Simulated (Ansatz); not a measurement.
The start is a randomly generated symmetric cell of NbP (space group No. 221). A full variable-cell relaxation at zero pressure is run with PBE (plane waves to 420 eV, PAW, scalar-relativistic; Ansatz, a first-principles code). The first steps use a coarse 5×5×5 k-mesh.

Starting cell:
```
CELL_PARAMETERS angstrom
      4.64490     0.00000     0.00000
      0.00000     4.64490     0.00000
      0.00000     0.00000     4.64490
ATOMIC_POSITIONS crystal
  Nb 0.50000 0.00000 0.00000
  Nb 0.00000 0.50000 0.00000
  Nb 0.00000 0.00000 0.50000
  P  0.00000 0.50000 0.50000
  P  0.50000 0.00000 0.50000
  P  0.50000 0.50000 0.00000
```

Task: What pressure does the first self-consistent step give?

Result: +29 GPa (positive: the cell is compressed).

Task: By how much does the energy per atom fall from start to end?

Result: 0.22 eV/atom.

Task: How does the volume change?

Result: +16.7 %, from 16.70 to 19.50 Å³/atom.

Task: How do the shortest distances between atoms change?

Result: The closest pairs of elements (up to four, under 3.6 Å), start → end: Nb–P 2.32 → 2.45 Å; Nb–Nb 3.28 → 3.46 Å; P–P 3.28 → 3.46 Å.

Task: What band gap does the relaxed structure have at this level?

Result: No gap (metallic).

Task: Give the final cell and atomic positions.

Result: 
Space group Pm-3m (No. 221); a = b = c = 4.8906 Å, α = β = γ = 90.00°

```
atom  site  symmetry       x       y       z
----  ----  --------  ------  ------  ------
Nb      3d    4/mm.m  0.0000  0.0000  0.5000
P       3c    4/mm.m  0.0000  0.5000  0.5000
```

The space group stays Pm-3m (No. 221) (the run could not lower it); the end is AFLOW prototype AB_cP6_221_c_d (as in NbO), with 6 atoms in the primitive cell. Final values are on a 10×10×10 k-mesh of the relaxed cell. No spin polarisation in the result. A magnetic state may lie lower.

The run could not lose the symmetry of its start, so the end can be a saddle point.

All atoms sit on sites fixed by symmetry, so only the cell could relax.

The relaxed structure here is a generated cell of NbP: the first start was made by a random draw of sites in a space group, and the end was not matched to a known phase here, so it may be hypothetical.
